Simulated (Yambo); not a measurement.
Optical response of LiBH4

```
LiBH4
1.0
    4.20278     0.00000     0.00000
   -2.10139     3.63971     0.00000
    0.00000     0.00000     7.42012
H Li B
8 2 2
Cartesian
  0.00000   2.42648   2.75494
  2.10139   1.21324   6.46500
  0.00000   1.27506   4.38811
  3.09854   0.63753   0.67805
  0.99715   3.00218   4.38811
  2.10139   2.36465   0.67805
 -0.99715   3.00218   4.38811
  1.10424   0.63753   0.67805
  0.00000   2.42648   0.84552
  2.10139   1.21324   4.55558
  0.00000   2.42648   3.97422
  2.10139   1.21324   0.26416
```

Yambo, RPA with local fields on LDA bands; 9×9×4 mesh, 76 bands, 3 Ry local-field block, 0.2 eV broadening; field along z.

```json
[
 {"E (eV)": "0.0", "Im ε": "0.00", "Re ε": "2.27", "Im ε, independent particles": "0.00"},
 {"E (eV)": "0.5", "Im ε": "0.00", "Re ε": "2.28", "Im ε, independent particles": "0.00"},
 {"E (eV)": "1.0", "Im ε": "0.01", "Re ε": "2.29", "Im ε, independent particles": "0.01"},
 {"E (eV)": "1.5", "Im ε": "0.01", "Re ε": "2.31", "Im ε, independent particles": "0.01"},
 {"E (eV)": "2.0", "Im ε": "0.01", "Re ε": "2.33", "Im ε, independent particles": "0.02"},
 {"E (eV)": "2.5", "Im ε": "0.02", "Re ε": "2.37", "Im ε, independent particles": "0.02"},
 {"E (eV)": "3.0", "Im ε": "0.02", "Re ε": "2.42", "Im ε, independent particles": "0.03"},
 {"E (eV)": "3.5", "Im ε": "0.03", "Re ε": "2.48", "Im ε, independent particles": "0.04"},
 {"E (eV)": "4.0", "Im ε": "0.04", "Re ε": "2.57", "Im ε, independent particles": "0.06"},
 {"E (eV)": "4.5", "Im ε": "0.05", "Re ε": "2.68", "Im ε, independent particles": "0.07"},
 {"E (eV)": "5.0", "Im ε": "0.07", "Re ε": "2.83", "Im ε, independent particles": "0.11"},
 {"E (eV)": "5.5", "Im ε": "0.11", "Re ε": "3.05", "Im ε, independent particles": "0.16"},
 {"E (eV)": "6.0", "Im ε": "0.18", "Re ε": "3.39", "Im ε, independent particles": "0.28"},
 {"E (eV)": "6.5", "Im ε": "0.44", "Re ε": "4.02", "Im ε, independent particles": "0.71"},
 {"E (eV)": "7.0", "Im ε": "1.68", "Re ε": "4.65", "Im ε, independent particles": "2.88"},
 {"E (eV)": "7.5", "Im ε": "3.50", "Re ε": "3.54", "Im ε, independent particles": "5.35"},
 {"E (eV)": "8.0", "Im ε": "2.60", "Re ε": "2.31", "Im ε, independent particles": "3.77"},
 {"E (eV)": "8.5", "Im ε": "2.99", "Re ε": "2.44", "Im ε, independent particles": "5.01"},
 {"E (eV)": "9.0", "Im ε": "3.26", "Re ε": "1.55", "Im ε, independent particles": "4.30"},
 {"E (eV)": "9.5", "Im ε": "2.84", "Re ε": "0.69", "Im ε, independent particles": "2.86"},
 {"E (eV)": "10.0", "Im ε": "2.46", "Re ε": "0.81", "Im ε, independent particles": "2.62"},
 {"E (eV)": "10.5", "Im ε": "2.36", "Re ε": "0.13", "Im ε, independent particles": "2.12"},
 {"E (eV)": "11.0", "Im ε": "1.80", "Re ε": "0.03", "Im ε, independent particles": "1.55"},
 {"E (eV)": "11.5", "Im ε": "1.36", "Re ε": "0.01", "Im ε, independent particles": "1.43"},
 {"E (eV)": "12.0", "Im ε": "1.07", "Re ε": "0.17", "Im ε, independent particles": "1.22"},
 {"E (eV)": "12.5", "Im ε": "0.89", "Re ε": "0.34", "Im ε, independent particles": "1.12"},
 {"E (eV)": "13.0", "Im ε": "0.81", "Re ε": "0.50", "Im ε, independent particles": "1.10"},
 {"E (eV)": "13.5", "Im ε": "0.84", "Re ε": "0.49", "Im ε, independent particles": "1.12"},
 {"E (eV)": "14.0", "Im ε": "0.66", "Re ε": "0.67", "Im ε, independent particles": "0.99"},
 {"E (eV)": "14.5", "Im ε": "0.86", "Re ε": "0.71", "Im ε, independent particles": "1.23"},
 {"E (eV)": "15.0", "Im ε": "0.95", "Re ε": "0.56", "Im ε, independent particles": "1.08"},
 {"E (eV)": "15.5", "Im ε": "0.78", "Re ε": "0.46", "Im ε, independent particles": "0.85"},
 {"E (eV)": "16.0", "Im ε": "0.70", "Re ε": "0.52", "Im ε, independent particles": "0.75"},
 {"E (eV)": "16.5", "Im ε": "0.72", "Re ε": "0.42", "Im ε, independent particles": "0.48"},
 {"E (eV)": "17.0", "Im ε": "0.54", "Re ε": "0.41", "Im ε, independent particles": "0.37"},
 {"E (eV)": "17.5", "Im ε": "0.47", "Re ε": "0.46", "Im ε, independent particles": "0.34"},
 {"E (eV)": "18.0", "Im ε": "0.41", "Re ε": "0.51", "Im ε, independent particles": "0.31"},
 {"E (eV)": "18.5", "Im ε": "0.39", "Re ε": "0.58", "Im ε, independent particles": "0.32"},
 {"E (eV)": "19.0", "Im ε": "0.38", "Re ε": "0.62", "Im ε, independent particles": "0.34"},
 {"E (eV)": "19.5", "Im ε": "0.36", "Re ε": "0.63", "Im ε, independent particles": "0.29"},
 {"E (eV)": "20.0", "Im ε": "0.38", "Re ε": "0.66", "Im ε, independent particles": "0.29"}
]
```

Structure narrower than a few tenths of an eV can come from the finite k mesh. Convergence of the RPA response with its 9×9×4 mesh was not tested. No excitonic effects at this level.

Geometry of the Materials Project entry, not relaxed at this level.

The structure is a Materials Project entry; no match was found in the copy of COD used, and its stability was not checked.
